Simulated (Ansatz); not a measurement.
K₃Hg: do energies and stresses tell the same story?

Method: DFT r2SCAN, scalar-relativistic, plane waves, PAW (Ansatz).

Cutoff 500 eV; k points 10×10×10 on the computed 4-atom cell (Γ-centred); Gaussian smearing, width 0.10 eV; no spin polarisation.

Relaxed cell: I4/mmm, a = 5.907 Å, b = 5.907 Å, c = 11.112 Å, α = 90.00°, β = 90.00°, γ = 90.00°, 4 atoms in the primitive cell. Whether it is the stable form of this composition wasn't checked.

Energies at zero smearing and pressures from the stress tensor, at volumes with shape and atoms relaxed:
| V (Å³/atom) | E − E(first) (meV/atom) | P (GPa) |
| --- | --- | --- |
| 45.552 | 0.00 | 0.332 |
| 47.006 | -2.17 | 0.146 |
| 48.460 | -2.78 | -0.011 |
| 49.914 | -2.09 | -0.143 |
| 51.368 | -0.29 | -0.254 |

Task: Check P = −dE/dV between neighbouring volumes, and get the bulk modulus from the pressures alone.

Result: With 1 eV/Å³ = 160.2 GPa:
| middle V (Å³/atom) | −ΔE/ΔV (GPa) | mean P (GPa) |
| --- | --- | --- |
| 46.279 | 0.239 | 0.239 |
| 47.733 | 0.068 | 0.068 |
| 49.187 | -0.076 | -0.077 |
| 50.641 | -0.198 | -0.198 |

The two differ by 0.000 GPa at most. The mean of two end pressures misses the average over a step by about ΔV² P″/12, up to 0.003 GPa here; with that taken off 0.003 GPa remains. Around V = 48.460 Å³/atom, the two neighbours give B = −V ΔP/ΔV = 48.460 × 0.289 / 2.908 = 4.8 GPa, against B0 = 4.8 GPa from the Birch–Murnaghan fit of the energies.

Spin–orbit coupling is left out, which can shift energies with elements as heavy as these.